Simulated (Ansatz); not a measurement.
LiNbO3 (LiNbO3 type, space group R3c)

```yaml
crystal:
  lattice:
    - [2.59493, 1.49819, 4.67214]
    - [-2.59493, 1.49819, 4.67214]
    - [0.00000, -2.99637, 4.67214]
  atoms:
    - { symbol: Li, position: [0.70264, 0.70264, 0.70264] }
    - { symbol: Li, position: [0.20264, 0.20264, 0.20264] }
    - { symbol: Nb, position: [0.98381, 0.98381, 0.98381] }
    - { symbol: Nb, position: [0.48381, 0.48381, 0.48381] }
    - { symbol: O, position: [0.62624, 0.87386, 0.26316] }
    - { symbol: O, position: [0.87386, 0.26316, 0.62624] }
    - { symbol: O, position: [0.26316, 0.62624, 0.87386] }
    - { symbol: O, position: [0.76316, 0.37386, 0.12624] }
    - { symbol: O, position: [0.37386, 0.12624, 0.76316] }
    - { symbol: O, position: [0.12624, 0.76316, 0.37386] }
```

The slice is a (-1 1 0 4) plane (indices of the conventional cell) through the point (0.984, 0.984, 0.984) (fractional), spanned by u = [1 0 -1] and v = [1 -1 1] in vectors of this cell: u (5.19 Å) and v (7.60 Å, at 90° to u). It covers one period; positions are fractions (u, v).

Method: PBE (plane waves to 420 eV, PAW, scalar-relativistic; Ansatz, a first-principles code). k mesh 8×8×8. Inside the PAW spheres the values are not all-electron values, and peaks at nuclei hang on which shells count as valence. LiNbO3 is run without spin polarisation. LiNbO3 was relaxed with its symmetry unable to fall. The PAW data are Ansatz's earlier set.

**Question.** Predict the map of the valence electron density on the slice.

**Answer.** 
```
|@@%*-:.  .:=++++*%@|
|@%#+-:   .:-+++++#%|
|##*+=:.   :-=====+*|
|+*#*+=:   .:---::-=|
|*#%%#+-.   ..:...:=|
|*%@@%*-:.::.    .:=|
|*%@@%*-:=##=    .:=|
|+#%%#+-:+%%+.   .:=|
|=***+-:.=##=.....:-|
|=++=-:. .::..::::-=|
|#*+=-:..  ..:::--+*|
|@%#+--::.. ..::-+#%|
|@@%*===-:.  .::=*%@|
|@@@#+++=-:.  .:=#@@|
|@@%*++++=:.  .:-*%@|
|@%#+++++-:.   :-+#%|
|#*+=====-:   .:=+*#|
|+=-::---:.   :=+*#*|
|*=:...:..   .-+#%%#|
|*=:.    .::.:-*%@@%|
|*=:.    =##=:-*%@@%|
|+=:.   .+%%+:-+#%%#|
|=-:.....=##=.:-+***|
|==-::::..::. .:-=++|
|#*+--:::..  ..:-=+*|
|@%#+-::.. ..::--+#%|
|@@%*=::.  .:-===*%@|
|@@@#=:.  .:-=+++#@@|
```
Scale: ten equal steps from -1.44 (start of ' ') to 0.79 (end of '@'), in the order ' .:-=+*#%@'. Values: log₁₀ of the valence density in e/Å³. The map has 19 points along u (one character each, u = 0 at the left) and 28 along v (v = 0 in the bottom row). The scale is logarithmic, as a density can span decades between atoms and voids.
